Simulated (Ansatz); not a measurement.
Starting cell, Ti (hcp, Mg type):

```
Ti
1.0
    5.87770     0.00000     0.00000
   -1.46943     2.54512     0.00000
    2.93885     0.00000     4.64996
Ti
4
Cartesian
  5.87770   1.69675   3.48747
  2.93885   1.69675   3.48747
  1.46943   0.84837   1.16249
  4.40828   0.84837   1.16249
```

The atoms are displaced by Q × the pattern below (from a DFPT mode at L = (0.5, 0.0, 0.5), largest move 1; Q in Å), at fixed cell. It is one choice among 2 degenerate patterns. (q is in reciprocal vectors of the primitive cell; the cell shown is doubled to hold the pattern.)

```json
[
 {"atom": "Ti1", "x": "-0.835", "y": "-0.482", "z": "0.000"},
 {"atom": "Ti2", "x": "0.835", "y": "0.482", "z": "0.000"},
 {"atom": "Ti3", "x": "0.000", "y": "0.000", "z": "-1.000"},
 {"atom": "Ti4", "x": "0.000", "y": "0.000", "z": "1.000"}
]
```

These are PBE (plane waves to 420 eV, PAW, scalar-relativistic; Ansatz, a program for electronic structure) values and carry that method's errors. k mesh 18×18×18 (Γ-centred), Fermi-Dirac smearing 0.05 eV. With partly filled bands, energies and forces of such displacements shift with the k mesh and the smearing. The PAW data are Ansatz's earlier set. Ti is run without spin polarisation. Ti was relaxed with its symmetry unable to fall. 

```
Q (Å)   −dE/dQ from forces (eV/Å)
------  -------------------------
-0.100                      4.564
-0.083                      3.910
-0.067                      3.196
-0.050                      2.433
-0.033                      1.639
-0.017                      0.825
0.000                       0.000
0.017                      -0.825
0.033                      -1.639
0.050                      -2.433
0.067                      -3.196
0.083                      -3.910
0.100                      -4.564
```

What harmonic wavenumber does the curvature at Q = 0 give?

270 cm⁻¹. E″ = 49.62 eV/Å², M = Σ mᵢ|uᵢ|² = 184.7 u, ν̃ = 521.5·√(|E″|/M).

(For displaced atoms, the force is minus the slope of the energy, and its curvature is a force constant, which sets phonon frequencies.)
